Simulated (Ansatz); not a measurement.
Relaxed-ion elastic tensor of TiSi in space group Pnma (No. 62; Ti on 4c, Si on 4c) in GPa (Voigt order), PBEsol (plane waves, PAW; program Ansatz); density 4.35 g/cm³, 14.50 Å³ per atom.

```
 230   120  85.0   0.0   0.0   0.0
 120   282  80.3   0.0   0.0   0.0
85.0  80.3   324   0.0   0.0   0.0
 0.0   0.0   0.0  98.0   0.0   0.0
 0.0   0.0   0.0   0.0   101   0.0
 0.0   0.0   0.0   0.0   0.0   159
```

Task: Is the crystal mechanically stable?

Result: Yes: the smallest eigenvalue of C is 98.0 GPa.

Task: Work out the Voigt, Reuss and Hill averages.

Result: K_V = 156, K_R = 155, K_H = 156; G_V = 108, G_R = 99.7, G_H = 104 GPa.

Task: Give Young's modulus, Poisson's ratio, Pugh's ratio and the universal anisotropy index.

Result: E = 9KG/(3K + G) = 255 GPa; ν = 0.23; K/G = 1.50 (brittle by the Pugh limit of 1.75); A_U = 5G_V/G_R + K_V/K_R − 6 = 0.43.

Task: Estimate the sound speeds and the Debye temperature.

Result: v_l = √((K + 4G/3)/ρ) = 8230 m/s, v_t = √(G/ρ) = 4890 m/s, mean 5410 m/s; Θ = (h/k)(3n/4πV)^(1/3) v_m = 661 K.

Task: Solve the Christoffel equation for the three sound speeds along x, y, z.

Result: Eigenvalues of C_ijkl n_j n_l equal ρv². In km/s, slowest first: x 4.81, 6.04, 7.28; y 4.75, 6.04, 8.05; z 4.75, 4.81, 8.64.

Task: How much does each axis shrink under pressure?

Result: Linear compressibilities β_i = Σ_j S_ij (j = 1 to 3): x 2.7, y 1.9, z 1.9 per TPa.

The workflow started from a Materials Project entry (that database holds measured and hypothetical structures alike); the Crystallography Open Database copy checked does not list it. COD files the formula under space group No. 25, so this cell is another polymorph or a model. Whether it is the stable phase at ambient conditions was not checked. The PBEsol relaxation kept the symmetry of its start; of distortions, only those at the zone centre were tested. The run is not spin-polarised. As this level gives no gap, shear constants depend on the k-mesh and smearing (Fermi–Dirac, 0.1 eV here).

Potentials: the earlier of the program's two PAW sets.
